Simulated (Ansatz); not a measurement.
Method: Ansatz, DFT PBE, scalar-relativistic, plane waves, PAW, and for the lanthanide a 4f-in-core norm-conserving potential. Settings: cutoff 770 eV, Γ-centred meshes spaced at most about 0.3 Å⁻¹, and about 0.25 Å⁻¹ or finer for metals (2π included), Gaussian smearing. No spin polarisation in the final relaxations.

Temperature and zero-point effects are left out. All come from trial cells, and lower structures may exist.

Question: Order these relaxed structures of ErBRh by energy, lowest first, with the energy over the lowest of them.
1.

```
CELL_PARAMETERS angstrom
3.66392 0.00000 0.00000
-1.83196 3.17305 0.00000
0.00000 0.00000 8.24317
ATOMIC_POSITIONS crystal
Er 0.00000 0.00000 0.50000
Er 0.00000 0.00000 0.00000
B 0.66667 0.33333 0.75000
B 0.33333 0.66667 0.25000
Rh 0.33333 0.66667 0.75000
Rh 0.66667 0.33333 0.25000
```

2.

```
CELL_PARAMETERS angstrom
3.05090 0.00000 0.00000
0.00000 3.05090 0.00000
0.00000 0.00000 5.07893
ATOMIC_POSITIONS crystal
Er 0.50000 0.50000 0.50000
B 0.50000 0.50000 0.00000
Rh 0.00000 0.00000 0.00000
```

3.

```
CELL_PARAMETERS angstrom
3.63020 0.00000 0.00000
0.00000 3.63020 0.00000
0.00000 0.00000 3.94689
ATOMIC_POSITIONS crystal
Er 0.00000 0.00000 0.00000
B 0.50000 0.50000 0.00000
Rh 0.50000 0.50000 0.50000
```

4.

```
CELL_PARAMETERS angstrom
3.67589 0.00000 0.00000
-1.83794 3.18341 0.00000
0.00000 0.00000 4.11203
ATOMIC_POSITIONS crystal
Er 0.66667 0.33333 0.00000
B 0.00000 0.00000 0.50000
Rh 0.33333 0.66667 0.50000
```

Answer: 1 (0 meV/atom), 4 (31 meV/atom), 3 (270 meV/atom), 2 (494 meV/atom). Forms: 1 P6_3/mmc; 4 P-6m2; 3 P4/mmm; 2 P4/mmm. Counting B atoms around Er and Rh (those within 1.25 times the shortest such distance or 1.15 times the sum of covalent radii, 1.27 where that leaves under three): cell 1 has Er 6, Rh 3; cell 4 has Er 6, Rh 3; cell 3 has Er 4, Rh 2; cell 2 has Er 2, Rh 4.

Cells relaxed within their symmetry can be saddle points. Some structure types and database cells were kept out of the candidates from the start, so a known form may be missing.

The lanthanide is trivalent by construction, without f bands, f moments or other valences.
